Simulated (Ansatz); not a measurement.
Relaxed-ion elastic tensor of OsO₂ (rutile, P4_2/mnm) in GPa (Voigt order), LDA (plane waves, PAW; program Ansatz); density 11.95 g/cm³, 10.30 Å³ per atom.

```
349  319  251  0.0  0.0  0.0
319  349  251  0.0  0.0  0.0
251  251  730  0.0  0.0  0.0
0.0  0.0  0.0  104  0.0  0.0
0.0  0.0  0.0  0.0  104  0.0
0.0  0.0  0.0  0.0  0.0  279
```

Task: Is the crystal mechanically stable?

Result: Yes: the smallest eigenvalue of C is 30.1 GPa.

Task: Work out the Voigt, Reuss and Hill averages.

Result: K_V = 341, K_R = 322, K_H = 331; G_V = 138, G_R = 52.7, G_H = 95.4 GPa.

Task: Give Young's modulus, Poisson's ratio, Pugh's ratio and the universal anisotropy index.

Result: E = 9KG/(3K + G) = 261 GPa; ν = 0.37; K/G = 3.48 (ductile by the Pugh limit of 1.75); A_U = 5G_V/G_R + K_V/K_R − 6 = 8.17.

Task: Estimate the sound speeds and the Debye temperature.

Result: v_l = √((K + 4G/3)/ρ) = 6200 m/s, v_t = √(G/ρ) = 2830 m/s, mean 3180 m/s; Θ = (h/k)(3n/4πV)^(1/3) v_m = 436 K.

Task: Solve the Christoffel equation for the three sound speeds along x, y, z.

Result: Eigenvalues of C_ijkl n_j n_l equal ρv². In km/s, slowest first: x 2.95, 4.83, 5.41; y 2.95, 4.83, 5.41; z 2.95, 2.95, 7.81.

Task: How much does each axis shrink under pressure?

Result: Linear compressibilities β_i = Σ_j S_ij (j = 1 to 3): x 1.3, y 1.3, z 0.46 per TPa.

The workflow started from a Materials Project entry (that database holds measured and hypothetical structures alike); the Crystallography Open Database files this formula in space group No. 136, but the cells were not matched. Its standing as an ambient phase is unchecked. Symmetry was held in the LDA relaxation; of distortions, only those at the zone centre were tested. No spin polarisation was allowed. As this level gives no gap, shear constants depend on the k-mesh and smearing (Fermi–Dirac, 0.1 eV here). On the denser mesh and wider smearing of the elastic run this cell carries a stress of 0.4 GPa. Scalar-relativistic: spin–orbit coupling is off unless named, which matters more the heavier the elements.

Potentials: the later of the program's two PAW sets.
